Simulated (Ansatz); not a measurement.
A crystal relaxed with r2SCAN+rVV10 in the PAW code Ansatz has space group Pnma (No. 62) and a = 11.355 Å, b = 3.986 Å, c = 11.078 Å.

```csv
atom,site,x,y,z
Xx,4c,0.0133,0.2500,0.3256
Xx,4c,0.1609,0.7500,0.0327
S,4c,0.4509,0.7500,0.3714
S,4c,0.1216,0.7500,0.4427
S,4c,0.7141,0.2500,0.3067
```

r2SCAN gives an indirect gap of 1.64 eV, from k = (1/3, 0, -0.062) to Γ; the least direct gap is 1.68 eV at Γ–Z (0.40 of the way from Γ). With HSE06 the valence top lies at k = (1/3, 0, -0.062) and the conduction bottom at Γ–Z (0.30 of the way from Γ), 1.98 eV higher; the smallest vertical gap, at Γ–Z (0.40 of the way from Γ), is 2.01 eV. PBE0 gives an indirect gap of 2.59 eV, from k = (1/3, 0, -0.062) to Γ–Z (0.30 of the way from Γ); the least direct gap is 2.62 eV at Γ–Z (0.40 of the way from Γ). Meshes: r2SCAN 2×6×2, HSE06 2×4×2, PBE0 2×4×2. r2SCAN's ε∞ is 9.6, 13.2 and 12.9 along x, y and z.

Question: Which element is Xx?
A. As
B. Bi
C. N
D. Sb

Answer: B. Xx is Bi: Bi2S3 (Pnma) from a database structure. Bi is surrounded by 6 S at 2.68–3.04 Å; Bi is surrounded by 5 S at 2.61–2.96 Å; S is surrounded by 5 Bi at 2.61–3.04 Å; S is surrounded by 3 Bi at 2.68–2.99 Å; S is surrounded by 3 Bi at 2.71–2.74 Å.

Calculated for a static, non-magnetic cell.

Spin-orbit coupling is left out; in compounds of Pb, Bi, Tl or Hg it can lower a gap by up to about 1 eV, split its edges or invert the bands.

Where an edge lies off the special points, it is a point of the mesh or the k point where a search put PBE's edge or least direct gap, reused for the other functionals, whose own edges may lie a little apart.

Coordinates of k points refer to the reciprocal vectors of the primitive cell of the runs.

The meshes of the hybrids are coarse, so their gaps aren't converged to the digits shown.

For a response run the program warns that the ground state's bands aren't all converged, so ε∞ carries an extra error.
